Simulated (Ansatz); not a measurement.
GeCl$_{2}$, one cell by several methods

```xyz
3
Lattice="3.9411 0.0000 0.0000 -1.9705 3.4131 0.0000 0.0000 0.0000 6.7913" Properties=species:S:1:pos:R:3 pbc="T T T"
Ge    0.0000    0.0000    0.0000
Cl    0.0000    2.2754    1.4696
Cl    1.9705    1.1377    5.3218
```

Atom numbers follow the list: Ge1, Cl2, Cl3.

The conventional cell has a = 3.941 Å, b = 3.941 Å, c = 6.791 Å, α = 90.00°, β = 90.00°, γ = 120.00°. Ge (atom 1) is surrounded by 6 Cl at 2.71 Å. Cl (atom 2) is surrounded by 3 Ge at 2.71 Å.

The structure comes from a relaxation in the same program, started in the CdI2 type, and has space group P-3m1. Whether it is a known phase or the ground state wasn't checked.

All numbers are computed: DFT, PBE, PAW with Ansatz's default frozen-core files, scalar-relativistic (Ansatz 0.2.0); DFT, PBE, all-electron PAW with datasets made for the crystal, scalar-relativistic (Ansatz 0.2.0); DFT, PBE, all-electron LAPW, scalar-relativistic (Ansatz 0.2.0).

For PAW: a Γ-centred 13×13×7 k mesh, Fermi–Dirac smearing of 0.08 eV, cutoff 420 eV, no spin polarisation. The crystal-made all-electron datasets (AE datasets) take a cutoff of 180 eV at this cell. LAPW targets a basis error of 1 meV/atom. The Ansatz runs share mesh, smearing and spin set-up. Plane-wave (PAW) pressures include the program's estimate of the Pulay term.

Stress and pressure are positive in compression.

Levels count from the top of the valence band.

```csv
quantity,PAW,AE datasets,LAPW
pressure (GPa),0.00,0.01,0.01
band gap (eV),2.526,2.527,2.527
highest filled level at L (eV),-0.588,-0.588,-0.588
lowest empty level at L (eV),3.643,3.645,3.645
highest filled level at H (eV),0.000,0.000,0.000
lowest empty level at H (eV),4.487,4.487,4.487
highest filled level at M (eV),-0.543,-0.543,-0.543
lowest empty level at M (eV),3.548,3.549,3.549
field gradient Vzz at Ge1 (10²¹ V/m²),1.48,1.50,–
field gradient Vzz at Cl2 (10²¹ V/m²),-1.45,-1.44,–
```

PAW's pressure differs from the LAPW value by about 0.01 GPa or less.
